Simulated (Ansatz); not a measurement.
Mg2Sn:
```yaml
crystal:
  lattice:
    - [2.12134, -6.94198, 0.00000]
    - [2.12134, 6.94198, 0.00000]
    - [0.00000, 0.00000, 4.45182]
  atoms:
    - { symbol: Mg, position: [0.42218, 0.57782, 0.25000] }
    - { symbol: Mg, position: [0.57782, 0.42218, 0.75000] }
    - { symbol: Mg, position: [0.75209, 0.24791, 0.25000] }
    - { symbol: Mg, position: [0.24791, 0.75209, 0.75000] }
    - { symbol: Sn, position: [0.09932, 0.90068, 0.25000] }
    - { symbol: Sn, position: [0.90068, 0.09932, 0.75000] }
```

Relaxed with LDA. Special points in fractions of this cell's reciprocal vectors: Γ (0.000, 0.000, 0.000); Y (-0.500, 0.500, 0.000); C0 (-0.273, 0.727, 0.000); Σ0 (0.273, 0.273, 0.000); Z (0.000, 0.000, 0.500); A0 (0.273, 0.273, 0.500); E0 (-0.273, 0.727, 0.500); T (-0.500, 0.500, 0.500); S (0.000, 0.500, 0.000); R (0.000, 0.500, 0.500).

Problem. List the band energies nearest the Fermi level at these points for plane-wave PAW LDA (Ansatz code).

Solution. In eV from the Fermi level; about four levels below and three above (degenerate sets whole), none deeper than 8.9 eV; points with the same levels are listed once.

```tsv
k	below	above
Γ	-1.95 -0.83 -0.61 -0.37	0.32 0.37 0.82
Y	-1.43 -1.34 -0.94 -0.18	0.81 0.98 1.20
C0	-2.90 -0.67 -0.52 -0.30	0.44 1.79 1.87
Z	-4.35 -4.35 -3.35 -3.35	0.33 0.33 2.47 2.47
A0	-1.55 -1.55 -0.71 -0.71	1.48 1.48 2.53 2.53
T	-5.51 -5.51 -0.62 -0.62	0.21 0.21 0.50 0.50
S	-4.59 -2.35 -1.73 -0.56	0.63 1.12 1.83
R	-2.36 -2.36 -0.04 -0.04	0.52 0.52 4.31 4.31
```

Space group Cmcm. The workflow started from a Materials Project entry (that database holds measured and hypothetical structures alike); the Crystallography Open Database copy checked does not list it. COD files the formula under space group No. 225, 227, so this cell is another polymorph or a model. With Mg and Sn taken as one species the cell has the higher symmetry Cmcm, so it may be an ordered model of a mixed-site phase. Its standing as an ambient phase is unchecked. The LDA relaxation kept the symmetry of its start; its stability against distortions is not shown here. Spin–orbit coupling is left out wherever it is not named.

Potentials: the later of the program's two PAW sets.
